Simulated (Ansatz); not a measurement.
TaW:
```
TaW
1.0
    0.00000     2.68774     2.68774
    2.68774     0.00000     2.68774
    2.68774     2.68774     0.00000
Ta W
1 1
Direct
  0.00000   0.00000   0.00000
  0.50000   0.50000   0.50000
```

Relaxed with PBE. Special points in fractions of this cell's reciprocal vectors: Γ (0.000, 0.000, 0.000); X (0.500, 0.000, 0.500); U (0.625, 0.250, 0.625); K (0.375, 0.375, 0.750); L (0.500, 0.500, 0.500); W (0.500, 0.250, 0.750).

Q: List the band energies nearest the Fermi level at these points for the program Ansatz at the PBE level (PAW).

A: In eV from the Fermi level; about four levels below and three above (degenerate sets whole), none deeper than 8.9 eV; points with the same levels are listed once.

```csv
k,below,above
Γ,-3.40 -3.40 -3.03 -3.03 -3.03,5.50 5.50 5.50
X,-4.35 -2.45 -2.10 -0.31,1.41 1.41 2.85 2.85
U,-3.18 -2.53 -1.82 -1.57,0.58 2.54 2.78
L,-0.68 -0.68 -0.07 -0.07,1.03 1.03 1.78
W,-3.08 -3.08 -2.99 -2.93 -0.27,0.28 1.51 2.71
```

Space group Fm-3m (rock salt). The start of the workflow was typed in or built on a structure type; neither database checked (COD, Materials Project) lists it. Whether it is the stable phase at ambient conditions was not checked. The cell was relaxed with PBE under the symmetry of its start; its stability against distortions is not shown here. The run is not spin-polarised. Its formation energy is positive at this level, so the cell may be metastable or incomplete. Scalar-relativistic: spin–orbit coupling is off unless named, which matters more the heavier the elements.

Potentials: the later of the program's two PAW sets.
